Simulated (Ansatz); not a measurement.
MgB3N3:
```cif
data_B6Mg2N6
_chemical_formula_sum 'B6 N6 Mg2'
_space_group_name_H-M_alt 'P 1'
_space_group_IT_number 1
_cell_length_a 4.31954
_cell_length_b 4.31954
_cell_length_c 15.11343
_cell_angle_alpha 89.350
_cell_angle_beta 90.650
_cell_angle_gamma 120.000
loop_
_space_group_symop_operation_xyz
  'x, y, z'
loop_
_atom_site_label
_atom_site_type_symbol
_atom_site_fract_x
_atom_site_fract_y
_atom_site_fract_z
_atom_site_occupancy
B1 B 0.13213 0.13213 0.00000 1
N1 N 0.46546 0.46546 0.00000 1
N2 N 0.82336 0.82336 0.50000 1
B2 B 0.15653 0.15653 0.50000 1
B3 B 0.46553 0.79882 0.00000 1
N3 N 0.79883 0.13220 0.00000 1
N4 N 0.15669 0.49002 0.49999 1
B4 B 0.49019 0.82336 0.50000 1
B5 B 0.79882 0.46553 0.00000 1
N5 N 0.13220 0.79883 0.00000 1
N6 N 0.49002 0.15669 0.50001 1
B6 B 0.82336 0.49019 0.50000 1
Mg1 Mg 0.14121 0.47568 0.25010 1
Mg2 Mg 0.47568 0.14121 0.74990 1
```

Relaxed with r²SCAN. r²SCAN in the plane-wave PAW code Ansatz gives a gap of 0.43 eV.

Problem. What gap does HSE06 give on the same cell (Ansatz, PAW)?

Solution. 0.79 eV, 0.36 eV more. The hybrid was solved on a coarser mesh and at special points; the gap given is the minimum over both.

Cost on shared cores: the r²SCAN run (SCF on a 7×7×2 mesh, then bands and DOS) very roughly 13 core-minutes, the HSE06 run (SCF on 4×4×1, then a few points) roughly 2.8 core-minutes; the tasks are unlike.

Space group C2. The start of the workflow was typed in or built on a structure type; neither database checked (COD, Materials Project) lists it. Its standing as an ambient phase is unchecked. The cell was relaxed with r²SCAN under the symmetry of its start; its stability against distortions is not shown here. The volume moved by 110 % from the start of the relaxation.

Potentials: the earlier of the program's two PAW sets.
